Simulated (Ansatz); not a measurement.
A geometry of Cd away from equilibrium: step 2 of the relaxation of a relaxed Cd cell, doubled along one cell vector, shaken by Gaussian noise of σ = 0.08 Å a coordinate. Method: PBEsol (plane waves to 420 eV, PAW, scalar-relativistic; Ansatz, an electronic-structure program). Γ-centred k-mesh 13×13×7 on the run's cell (coarser than for final values), Fermi–Dirac smearing 0.05 eV. The plane waves were selected for a different cell earlier on the path.

```xyz
2
Lattice="1.5067 0.8480 2.7024 -1.5117 0.8563 2.7025 0.0094 -3.3212 5.3768" Properties=species:S:1:pos:R:3 pbc="T T T"
Cd     0.0409     0.0227     4.0043
Cd    -0.0014    -1.5412     6.6054
```

Q: What forces act on the atoms (eV/Å)?

A: 
| atom | Fx | Fy | Fz |
|---|---|---|---|
| Cd1 | -0.05 | 0.59 | -0.12 |
| Cd2 | 0.05 | -0.59 | 0.12 |

The path ends in C2/m (No. 12) at a tolerance of 0.01 Å, R-3m (No. 166) at 0.1 Å. No spin polarisation in the result.

The run could not lose the symmetry of its start, so the end can be a saddle point.

The end of the path is a generated cell of Cd: the first start was made by a random draw of sites in a space group, and the end was not matched to a known phase here, so it may be hypothetical. Known forms of Cd include space group No. 194.
